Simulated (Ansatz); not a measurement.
An elastic tensor (GPa, Voigt order, standard axes) from plane-wave PAW r²SCAN (Ansatz code):

```
87.1   0.6   0.6   0.0   0.0   0.0
 0.6  87.1   0.6   0.0   0.0   0.0
 0.6   0.6  87.1   0.0   0.0   0.0
 0.0   0.0   0.0  -1.7   0.0   0.0
 0.0   0.0   0.0   0.0  -1.7   0.0
 0.0   0.0   0.0   0.0   0.0  -1.7
```

Question: Which compound is it?
(A) NaCl, CsCl type
(B) InP, CsCl type
(C) MoW, CsCl type
(D) AlCo, CsCl type

Answer: A, NaCl, CsCl type

Space group Pm-3m (CsCl type). This is a known high-pressure phase of the composition, computed here at zero pressure and temperature. Symmetry was held in the r²SCAN relaxation; of distortions, only those at the zone centre were tested.

Potentials: the earlier of the program's two PAW sets.
